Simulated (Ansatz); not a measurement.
BN:
```
CELL_PARAMETERS angstrom
      0.00000     3.33108     2.16132
      1.24962     0.00000     2.16132
      1.24962     3.33108     0.00000
ATOMIC_POSITIONS crystal
  B  0.00011 0.00011 0.99989
  N  0.66659 0.66659 0.33341
```

Relaxed with r²SCAN+D4. Special points in fractions of this cell's reciprocal vectors: Γ (0.000, 0.000, 0.000); Y (0.500, 0.000, 0.500); T (1.000, 0.500, 0.500); Z (0.500, 0.500, 0.000); Σ0 (0.000, 0.369, 0.369); U0 (1.000, 0.631, 0.631); C0 (0.500, 0.298, 0.798); A0 (0.500, 0.702, 0.202); L (0.500, 0.500, 0.500).

**Question.** List the band energies nearest the valence-band maximum at these points for DFT-r²SCAN+D4 in the program Ansatz with PAW potentials.

**Answer.** In eV from the valence-band maximum; about four levels below and three above (degenerate sets whole), none deeper than 8.9 eV; … stands for higher levels left out; points with the same levels are listed once.

```
k               below          above
--  -----------------  -------------
Γ   -4.53 -1.57 -1.57   5.34 12.22 …
Y   -6.66 -1.61 -1.56  10.75 12.15 …
T         -4.57 -1.78   4.01 10.46 …
Z         -4.50 -0.50    6.59 9.98 …
Σ0  -8.60 -7.26 -0.82   4.52 13.09 …
C0  -8.53 -7.43 -0.66   5.64 13.71 …
L         -4.51 -1.18   5.03 10.46 …
```

Space group Fmm2. The workflow started from a Materials Project entry (that database holds measured and hypothetical structures alike); the Crystallography Open Database copy checked does not list it. It is not the phase usual at ambient conditions (space group No. 186, 194, 216). The r²SCAN+D4 relaxation kept the symmetry of its start. At this level the phase is mechanically unstable.

Potentials: the earlier of the program's two PAW sets. The files were generated under PBE; for other functionals the program regenerates the frozen cores, and for LDA and PBEsol the local potential too.
